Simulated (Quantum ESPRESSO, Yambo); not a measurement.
At a photon energy of 13.00 eV, RPA with local fields on PBEsol bands shifted by a G0W0 scissor of 4.14 eV (Quantum ESPRESSO and Yambo; 4×4×4 mesh, 115 bands, 3 Ry local-field block, 0.2 eV broadening) gives ε = 2.41 + 0.53i for Rb$_{2}$SiF$_{6}$ (space group Fm-3m, No. 225), field along x.

Task: Work out n, κ, the normal-incidence reflectivity, the absorption coefficient and the penetration depth.

Result: 
|ε| = 2.47; n = √((|ε| + ε1)/2) = 1.56, κ = √((|ε| − ε1)/2) = 0.17. R = ((n − 1)² + κ²)/((n + 1)² + κ²) = 0.05. α = 2Eκ/(ħc) with ħc = 197.327 eV nm: 0.0224 per nm = 2.2 × 10⁵ per cm, a 1/e depth of 45 nm. The computed direct gap is 11.53 eV, and the energy scale of the real crystal may differ from it. Excitonic effects are left out, and values at one energy depend on mesh and broadening. The scissor comes from a G0W0 run whose convergence isn't established. Convergence of the RPA response with its 4×4×4 mesh was not tested.

Geometry of the Materials Project entry, not relaxed at this level; primitive cell a = b = c = 5.907 Å, α = β = γ = 60.00°.

The structure is a Materials Project entry; no match was found in the copy of COD used, and its stability was not checked.
